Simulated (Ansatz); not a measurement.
Al (Fm-3m): energy against volume by PBE and RPA

```
Al
1.0
     0.00000    2.02500    2.02500
     2.02500    0.00000    2.02500
     2.02500    2.02500    0.00000
Al
1
Direct
  0.00000 0.00000 0.00000
```

RPA total energy on PBE orbitals, norm-conserving pseudopotentials (Ansatz); 4×4×4 mesh, wave cutoff 544 eV, correlation extrapolated to infinite response cutoff from cutoffs up to 280 eV, 3 electrons, all correlated, long-wavelength term: mesh fit, core-valence exchange-correlation kept as a semilocal term. Smearing 0.1 eV.

Energies and volumes of the whole cell, energies counted from the given cell:

```
V/V_given  V (Å³)  PBE (meV)  Hartree-Fock expression on these orbitals (meV)  RPA (meV)
     0.92   15.28         36                                               49         17
     0.96   15.94          9                                               15          0
     1.00   16.61          0                                                0          0
     1.04   17.27          5                                                0         13
     1.08   17.94         21                                               11         36
```

Fit third-order Birch-Murnaghan curves. Where are the minima?

PBE: V0 = 16.70 Å³ an atom (lattice constants +0.2 % against the given cell), B0 = 81 GPa; Hartree-Fock expression on these orbitals: V0 = 16.94 Å³ an atom (lattice constants +0.7 % against the given cell), B0 = 80 GPa; RPA: V0 = 16.29 Å³ an atom (lattice constants -0.7 % against the given cell), B0 = 86 GPa.

With norm-conserving pseudopotentials the core–valence exchange is only approximate, which can shift gaps by tenths of an eV and RPA lattice constants by most of a per cent. This ran on a trial build of the method. The mesh is coarse, so these are values at the stated settings, not converged ones.
